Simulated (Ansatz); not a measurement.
Consider the following.

PtSe$_{2}$:
```cif
data_Pt3Se6
_chemical_formula_sum 'Pt3 Se6'
_space_group_name_H-M_alt 'R3m :H'
_space_group_IT_number 160
_space_group_name_Hall 'R 3 -2"'
_cell_length_a 3.68769
_cell_length_b 3.68769
_cell_length_c 16.71484
_cell_angle_alpha 90.000
_cell_angle_beta 90.000
_cell_angle_gamma 120.000
loop_
_atom_site_label
_atom_site_type_symbol
_atom_site_symmetry_multiplicity
_atom_site_Wyckoff_symbol
_atom_site_fract_x
_atom_site_fract_y
_atom_site_fract_z
_atom_site_occupancy
Pt1 Pt 3 a 0.00000 0.00000 0.99942 1
Se1 Se 3 a 0.00000 0.00000 0.24657 1
Se2 Se 3 a 0.00000 0.00000 0.42071 1
```
(The calculation used a cell of 3 atoms; values per cell refer to that cell.)

This is the PBE-relaxed structure.

### Question
All from DFT-PBE in the program Ansatz with PAW potentials, unless another level is named. Predict the electronic character.

### Answer
metallic (no gap).

### Question
Give the formation energy from the elements (no fitted shifts).

### Answer
2 meV/atom.

### Question
Give the density of states at the Fermi level.

### Answer
0.63 states/eV per atom (mean over ±0.08 eV).

The cell is a constructed one: a structure type filled with these elements; neither database checked (COD, Materials Project) lists it. COD files the formula under space group No. 164, so this cell is another polymorph or a model. Whether it is the stable phase at ambient conditions was not checked. Symmetry was held in the PBE relaxation; whether a distortion lowers the energy is not shown. No spin polarisation was allowed. A crystal of weakly bound layers computed without a dispersion correction: the cell and the soft elastic constants depend strongly on that. The references are the lowest solids computed at this level, not always the standard phases. Spin–orbit coupling is left out wherever it is not named.

Potentials: the later of the program's two PAW sets.
